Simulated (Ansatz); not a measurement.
Ba2YHO3:
```
CELL_PARAMETERS angstrom
     -2.19434     2.19434     6.78265
      2.19434    -2.19434     6.78265
      2.19434     2.19434    -6.78265
ATOMIC_POSITIONS crystal
  Y  0.01165 0.01165 0.00000
  O  0.49242 0.99242 0.50000
  O  0.99242 0.49242 0.50000
  O  0.17229 0.17229 0.00000
  H  0.83113 0.83113 0.00000
  Ba 0.36345 0.36345 0.00000
  Ba 0.63663 0.63663 0.00000
```

Relaxed with r²SCAN. Special points in fractions of this cell's reciprocal vectors: Γ (0.000, 0.000, 0.000); X (0.000, 0.000, 0.500); P (0.250, 0.250, 0.250); N (0.000, 0.500, 0.000); M (0.500, 0.500, -0.500); S (0.276, 0.724, -0.276); S0 (-0.276, 0.276, 0.276); R (-0.052, 0.052, 0.500); G (0.500, 0.500, -0.052).

Problem. List the band energies nearest the valence-band maximum at these points for DFT-r²SCAN with spin–orbit coupling in the program Ansatz with PAW potentials.

Solution. In eV from the valence-band maximum; about four levels below and three above (degenerate sets whole), none deeper than 8.9 eV; points with the same levels are listed once.

```csv
k,below,above
Γ,-0.14 -0.14 -0.05 -0.05,4.88 4.88 4.93 4.93
X,-0.34 -0.34 -0.21 -0.21,4.68 4.68 5.09 5.09
P,-0.41 -0.41 -0.21 -0.21,4.83 4.83 4.89 4.89
N,-0.38 -0.38 -0.25 -0.25,4.20 4.20 5.08 5.08
M,-0.13 -0.13 -0.06 -0.06,4.12 4.12 5.00 5.00
S,-0.37 -0.37 -0.18 -0.15,4.22 4.22 5.07 5.07
R,-0.34 -0.33 -0.20 -0.19,4.71 4.72 5.02 5.02
```

Space group I4mm. The start of the workflow was typed in or built on a structure type; neither database checked (COD, Materials Project) lists it. Whether it is the stable phase at ambient conditions was not checked. Symmetry was held in the r²SCAN relaxation; its stability against distortions is not shown here. The run is not spin-polarised.

Potentials: the earlier of the program's two PAW sets. The files were generated under PBE; for other functionals the program regenerates the frozen cores, and for LDA and PBEsol the local potential too.
